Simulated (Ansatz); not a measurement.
## Hf4Ta: computed properties

Level of theory: DFT PBE, scalar-relativistic, plane waves, PAW (Ansatz).

Settings: cutoff 420 eV, Γ-centred mesh 12×6×6 on the computed 5-atom cell, Gaussian smearing of 0.10 eV; no spin polarisation.

The structure is relaxed at this level of theory with its symmetry kept, and needn't be the ground state of this composition.

```
Hf Ta
1.0
     3.00490    0.00000    0.00000
     0.00000    6.02362    0.00000
     0.00000    0.00000    6.94156
Hf Ta
4 1
Direct
  0.00000 0.25249 0.22044
  0.00000 0.25249 0.77956
  0.00000 0.74751 0.77956
  0.00000 0.74751 0.22044
  0.50000 0.50000 0.50000
```

Formation energy from the elements' standard states (uncorrected)?

+0.791 eV/atom.

Kohn–Sham band gap?

none (metal).

Density of states at the Fermi level?

6.4 states/eV per cell.

Orbital (Löwdin) character within 0.5 eV of the Fermi level?

Hf 5d 80 %, Ta 5d 10 %.

Bader charge by site (e)?

Hf (4 in the cell) 0.20, Ta (1 in the cell) -0.80.

Spin-orbit coupling is left out, which matters for the bands of heavy elements.

The cell was found from a structure generator's guess, not taken from experiment. Löwdin shares on free-atom orbitals overweight diffuse shells.
